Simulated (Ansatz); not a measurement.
Al2O3 (corundum)

```
Al2O3
1.0
    2.40441     1.38819     4.37463
   -2.40441     1.38819     4.37463
    0.00000    -2.77638     4.37463
Al O
4 6
Cartesian
  0.00000   0.00000   4.62155
  0.00000   0.00000   1.94040
  0.00000   0.00000   8.50235
  0.00000   0.00000  11.18350
 -0.93207   1.38819   7.65561
 -0.73617  -1.50129   7.65561
  1.66824   0.11310   7.65561
  0.93207  -1.38819   5.46829
  0.73617   1.50129   5.46829
 -1.66824  -0.11310   5.46829
```

The atoms are displaced by Q × the pattern below (from a DFPT mode at Γ, largest move 1; Q in Å), at fixed cell. It is one choice among 2 degenerate patterns.

```csv
atom,x,y,z
Al1,-0.150,0.496,0.000
Al2,0.150,0.496,0.000
Al3,-0.150,0.496,0.000
Al4,0.150,0.496,0.000
O5,0.000,-0.350,0.937
O6,0.179,-0.661,-0.468
O7,-0.179,-0.661,-0.468
O8,0.000,-0.350,0.937
O9,0.179,-0.661,-0.468
O10,-0.179,-0.661,-0.468
```

Level of theory: PBE (plane waves to 420 eV, PAW, scalar-relativistic; Ansatz, a program for electronic structure). k mesh 8×8×8 (Γ-centred), Fermi-Dirac smearing 0.05 eV. Energies are smeared free energies. Stress and pressure are positive under compression. Al2O3 was relaxed with its symmetry unable to fall. ΔE is measured from the undisplaced structure.

| Q (Å) | ΔE (meV/cell) | P (GPa) |
|---|---|---|
| -0.100 | [?] | 3.46 |
| -0.083 | 391 | 2.40 |
| -0.067 | 249 | 1.53 |
| -0.050 | 140 | 0.86 |
| -0.033 | 62 | [?] |
| -0.017 | 15 | 0.10 |
| 0.000 | 0 | 0.00 |
| 0.017 | 15 | 0.10 |
| 0.033 | 62 | [?] |
| 0.050 | 140 | 0.86 |
| 0.067 | 249 | 1.53 |
| 0.083 | 391 | 2.40 |
| 0.100 | [?] | 3.46 |

**Question.** Complete the blanks.

**Answer.** 
- -0.100, ΔE (meV/cell): 567
- -0.033, P (GPa): 0.38
- 0.033, P (GPa): 0.38
- 0.100, ΔE (meV/cell): 567

(A displaced cell: forces are minus the slopes of the energy, force constants its curvatures, and phonons follow from these.)
